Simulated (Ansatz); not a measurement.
In$_{3}$SnAu$_{4}$:
```yaml
crystal:
  lattice:
    - [3.76837, 0.00000, 0.00000]
    - [0.00000, 4.21477, 0.00000]
    - [0.00000, 0.00000, 10.71905]
  atoms:
    - { symbol: In, position: [0.00000, 0.50000, 0.85511] }
    - { symbol: In, position: [0.00000, 0.00000, 0.14099] }
    - { symbol: In, position: [0.50000, 0.00000, 0.64812] }
    - { symbol: Sn, position: [0.50000, 0.50000, 0.35419] }
    - { symbol: Au, position: [0.50000, 0.50000, 0.09304] }
    - { symbol: Au, position: [0.00000, 0.50000, 0.59405] }
    - { symbol: Au, position: [0.00000, 0.00000, 0.40499] }
    - { symbol: Au, position: [0.50000, 0.00000, 0.90951] }
```

Relaxed with r²SCAN. Special points in fractions of this cell's reciprocal vectors: Γ (0.000, 0.000, 0.000); X (0.500, 0.000, 0.000); S (0.500, 0.500, 0.000); Y (0.000, 0.500, 0.000); Z (0.000, 0.000, 0.500); U (0.500, 0.000, 0.500); R (0.500, 0.500, 0.500); T (0.000, 0.500, 0.500).

List the band energies nearest the Fermi level at these points for r²SCAN (plane waves, PAW; program Ansatz).

In eV from the Fermi level; about four levels below and three above (degenerate sets whole), none deeper than 8.9 eV; points with the same levels are listed once.

```csv
k,below,above
Γ,-3.86 -2.66 -2.44 -1.02,0.74 0.89 0.97
X,-3.60 -3.51 -1.18 -0.62,0.61 0.92 3.40
S,-1.74 -1.59 -1.43 -1.34,1.44 1.91 1.94
Y,-3.31 -3.30 -1.90 -1.52,0.63 1.12 4.23
Z,-4.13 -4.12 -4.08 -0.55,0.10 0.28 0.66
U,-2.72 -2.50 -2.45 -2.06,1.95 2.35 3.47
R,-1.35 -1.14 -1.12 -0.83,0.45 1.15 1.27
T,-3.01 -2.86 -2.83 -2.64,2.65 2.97 3.26
```

Space group Pmm2. The first step of the workflow began from a Materials Project structure, measured or hypothetical; the Crystallography Open Database copy checked does not list it. With In and Sn taken as one species the cell has the higher symmetry Cmcm, so it may be an ordered model of a mixed-site phase. Whether it is the stable phase at ambient conditions was not checked. Symmetry was held in the r²SCAN relaxation; whether a distortion lowers the energy is not shown. Scalar-relativistic: spin–orbit coupling is off unless named, which matters more the heavier the elements.

Potentials: the later of the program's two PAW sets.
